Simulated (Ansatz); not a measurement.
Polymorphs of CsPbBr$_{3}$, each relaxed with PBEsol (plane waves, PAW; program Ansatz):

A: Pnma
a = 8.392 Å, b = 11.641 Å, c = 7.979 Å, α = β = γ = 90.00°

```json
[
 {"atom": "Cs", "site": "4c", "symmetry": ".m.", "x": "0.0673", "y": "0.7500", "z": "0.4782"},
 {"atom": "Pb", "site": "4a", "symmetry": "-1", "x": "0.0000", "y": "0.0000", "z": "0.0000"},
 {"atom": "Br", "site": "4c", "symmetry": ".m.", "x": "0.0118", "y": "0.2500", "z": "0.0743"},
 {"atom": "Br", "site": "8d", "symmetry": "1", "x": "0.2019", "y": "0.0386", "z": "0.6973"}
]
```

B: cubic perovskite (Pm-3m)
a = b = c = 5.866 Å, α = β = γ = 90.00°

| atom | site | symmetry | x | y | z |
|---|---|---|---|---|---|
| Cs | 1a | m-3m | 0.0000 | 0.0000 | 0.0000 |
| Pb | 1b | m-3m | 0.5000 | 0.5000 | 0.5000 |
| Br | 3c | 4/mm.m | 0.0000 | 0.5000 | 0.5000 |

**Question.** Order them by energy per atom at 0 K (lowest first) at the level PBEsol.

**Answer.** A (+0 meV/atom), B (+19 meV/atom)

**Question.** Give each one's gap.

**Answer.** A 1.85 eV; B 1.42 eV.

Not the usual ambient phase: B. All cells were relaxed under the symmetry of their starts (and spin orders); stability against distortions was not tested throughout. Spin–orbit coupling is left out wherever it is not named.

Energies hold the estimated change up to a 700 eV cutoff; steps of a few meV lie near the error of the meshes.

Potentials: the later of the program's two PAW sets.
